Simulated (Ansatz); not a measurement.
Consider the following.

GaSb:
```cif
data_Ga4Sb4
_chemical_formula_sum 'Sb4 Ga4'
_space_group_name_H-M_alt 'F-43m'
_space_group_IT_number 216
_space_group_name_Hall 'F -4 2 3'
_cell_length_a 6.13915
_cell_length_b 6.13915
_cell_length_c 6.13915
_cell_angle_alpha 90.000
_cell_angle_beta 90.000
_cell_angle_gamma 90.000
loop_
_atom_site_label
_atom_site_type_symbol
_atom_site_symmetry_multiplicity
_atom_site_Wyckoff_symbol
_atom_site_fract_x
_atom_site_fract_y
_atom_site_fract_z
_atom_site_occupancy
Sb1 Sb 4 c 0.25000 0.25000 0.25000 1
Ga1 Ga 4 a 0.00000 0.00000 0.00000 1
```
(The calculation used a cell of 2 atoms; values per cell refer to that cell.)

This is the HSE06-relaxed structure.

Task: All from plane-wave PAW HSE06 (Ansatz code), unless another level is named. Give the band gap.

Result: 0.74 eV (direct).

Task: Give the valence-band maximum.

Result: at Γ.

The cell was relaxed with HSE06 under the symmetry of its start. The hybrid was solved on a coarse mesh, the path and, where they were found, the r²SCAN edge points; its band edges are the extreme levels among these. Spin–orbit coupling is left out wherever it is not named.

Potentials: the later of the program's two PAW sets.
